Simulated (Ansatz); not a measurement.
# Relaxing Cu

These are results of Ansatz 0.2.0, DFT PBEsol, scalar-relativistic, plane waves, PAW, not measurements. Run with 420 eV cutoff, 18×18×6 k-mesh, Gaussian smearing of 0.10 eV, no spin polarisation.

What was changed in Co: Co → Cu on all its sites, cell and atoms relaxed.

Command:

```bash
ansatz run input.yaml --threads 1 --pin off --max-ram 2560MiB --backend cpu --events-out ev --progress --plain --runs-dir out
```

Input:

```yaml
crystal:
  lattice:
    - [2.5329522182, 0.0, 0.0]
    - [-1.2664761091, 2.1936009675, 0.0]
    - [0.0, 0.0, 8.2170374939]
  atoms:
    - { symbol: Cu, position: [0.0, 0.0, 0.0] }
    - { symbol: Cu, position: [0.3333333333, 0.6666666667, 0.25] }
    - { symbol: Cu, position: [0.0, 0.0, 0.5] }
    - { symbol: Cu, position: [0.6666666667, 0.3333333333, 0.75] }
basis:
  ecutwfc: 420
kpoints:
  mp_grid: { grid: [18, 18, 6] }
hamiltonian:
  xc: pbesol
scf:
  occupations: { method: gaussian, width: 0.1 }
output:
  forces: true
  stress: true
  eigenvalues: true
relax:
  adjacent_minimum: "off"
  f_tol: 0.01
  max_steps: 60
  cell: { stress_tol: 0.1 }
```

F is the free energy. Steps run on the plane waves of an earlier cell, but the last one, and at times one on the way, on a freshly chosen basis, so a repeated geometry can differ a little in energy.

Steps:

```
step F − F(1) (eV) largest force component (eV/Å) V (Å³/atom) P (GPa)
   1         0.0000                           0.000       11.414    -1.33
   2        -0.0018                           0.000       11.367    -0.67
   3        -0.0028                           0.000       11.316     0.06
   4        -0.0028                           0.000       11.320     0.01
   5        -0.0025                           0.000       11.320     0.02
```

Relaxed structure:

```
CELL_PARAMETERS angstrom
2.51974 0.00000 0.00000
-1.25987 2.18216 0.00000
0.00000 0.00000 8.23475
ATOMIC_POSITIONS crystal
Cu 0.00000 0.00000 0.00000
Cu 0.33333 0.66667 0.25000
Cu 0.00000 0.00000 0.50000
Cu 0.66667 0.33333 0.75000
```

It takes space group P6_3/mmc (No. 194, hexagonal). The conventional cell has a = 2.520 Å, b = 2.520 Å, c = 8.235 Å, α = 90.00°, β = 90.00°, γ = 120.00°. Cu (site symmetry -3m) is surrounded by 12 Cu at 2.52 Å. Cu (site symmetry -6m2) has 12 Cu at 2.52 Å as nearest neighbours.

The run converged. The run took 2.6 min on 1 thread of Intel(R) Xeon(R) Processor @ 2.50GHz (Skylake/Cascade Lake), on a shared host, peak memory 0.52 GiB.